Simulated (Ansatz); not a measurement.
Structures of YIn: which is lowest?

Plane-wave DFT in Ansatz with scalar-relativistic PAW potentials, cutoff 500 eV, Γ-centred meshes chosen by cell and gap, Gaussian smearing with energies taken to zero width. Every cell was relaxed (cell and atoms) in a run of its own, within the symmetry of its start. Functional: r2SCAN.

Relaxed structures (starts from databases or built by putting these elements on another compound's sites):
A. Pm-3m, 2 atoms in the computed cell, a = 3.755 Å; sites (symmetry × multiplicity) Y m-3m × 1, In m-3m × 1; start: database
B. P4/mmm, 2 atoms in the computed cell, a = 3.490 Å, c = 4.324 Å; sites (symmetry × multiplicity) Y 4/mmm × 1, In 4/mmm × 1; start: database

**Question.** Rank them by energy. Could pressure change the order?

**Answer.**
```tsv
structure	group	E − E(lowest) (meV/atom)	V (Å³/atom)	gap on mesh (eV)
B	P4/mmm	0.0	26.33	0.00
A	Pm-3m	2.3	26.47	0.00
```

B and A are level within the 5 meV/atom that separate runs leave open. The two lowest differ in volume by under 3 %, too little for a first-order estimate of what pressure does to that pair (other pairs aren't weighed here). Other structures may lie lower than all of these, and vibrations aren't counted.